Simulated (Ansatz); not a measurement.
A geometry of Fe away from equilibrium: step 2 of the relaxation of a generated trial cell of Fe in the AFLOW prototype A_cI16_220_c (as in Li). Calculation: PBE (plane waves to 420 eV, PAW, scalar-relativistic; Ansatz, a program for electronic structure). Γ-centred k-mesh 8×8×8 on the run's cell (coarser than for final values), Fermi–Dirac smearing 0.05 eV.

```xyz
8
Lattice="-2.8651 2.8651 2.8651 2.8651 -2.8651 2.8651 2.8651 2.8651 -2.8651" Properties=species:S:1:pos:R:3:forces:R:3 pbc="T T T" free_energy=-35841.361 pressure_GPa=4.5
Fe     1.1771     1.1771     1.1771    0.4471    0.4471    0.4471
Fe    -1.1771     1.6880     1.1771   -0.4471   -0.4471    0.4471
Fe     1.6880     1.1771    -1.1771   -0.4471    0.4471   -0.4471
Fe     1.1771    -1.1771     1.6880    0.4471   -0.4471   -0.4471
Fe     2.6096     2.6096     2.6096    0.4471    0.4471    0.4471
Fe     0.2554     3.1205    -0.2554   -0.4471   -0.4471    0.4471
Fe     3.1205    -0.2554     0.2554   -0.4471    0.4471   -0.4471
Fe    -0.2554     0.2554     3.1205    0.4471   -0.4471   -0.4471
```

Positions in Å, forces in eV/Å, free energy of the cell in eV (comparable only within this code, potentials and settings). Largest force: 0.77 eV/Å, on Fe1, Fe2, Fe3, Fe4, Fe5, Fe6, Fe7, Fe8 (atoms numbered as listed); the geometry lies 0.32 eV/atom above the end of its relaxation.

Spin-polarised start, with parallel moments on Fe.

Spin state reached: ferromagnetic (net 2.17 μB/atom), from parallel starting moments; other spin orders were not run from this start.

The run could not lose the symmetry of its start; a randomly shaken copy of 2 atoms returns to this structure.
